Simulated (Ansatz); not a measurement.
Consider the following.

BP:
```
CELL_PARAMETERS angstrom
      3.24060     0.00000     0.00000
     -1.62030     2.80645     0.00000
      0.00000     0.00000     6.90084
ATOMIC_POSITIONS crystal
  B  0.50000 0.00000 0.50000
  B  0.00000 0.50000 0.16667
  B  0.50000 0.50000 0.83333
  P  0.50000 0.00000 0.00000
  P  0.00000 0.50000 0.66667
  P  0.50000 0.50000 0.33333
```

This is the LDA-relaxed structure.

Problem. All from the program Ansatz at the LDA level (PAW), unless another level is named. Give the electronic character.

Solution. no gap, with almost no states at the Fermi level (zero-gap or semimetallic).

Problem. Next, the formation energy from the elements (no fitted shifts)?

Solution. 0.015 eV/atom.

Space group P6_222. The start of the workflow was typed in or built on a structure type; neither database checked (COD, Materials Project) lists it. It is not the phase usual at ambient conditions (space group No. 216). The cell was relaxed with LDA under the symmetry of its start; its stability against distortions is not shown here. The references are the lowest solids computed at this level, not always the standard phases.

Potentials: the earlier of the program's two PAW sets. The files were generated under PBE; for other functionals the program regenerates the frozen cores, and for LDA and PBEsol the local potential too.
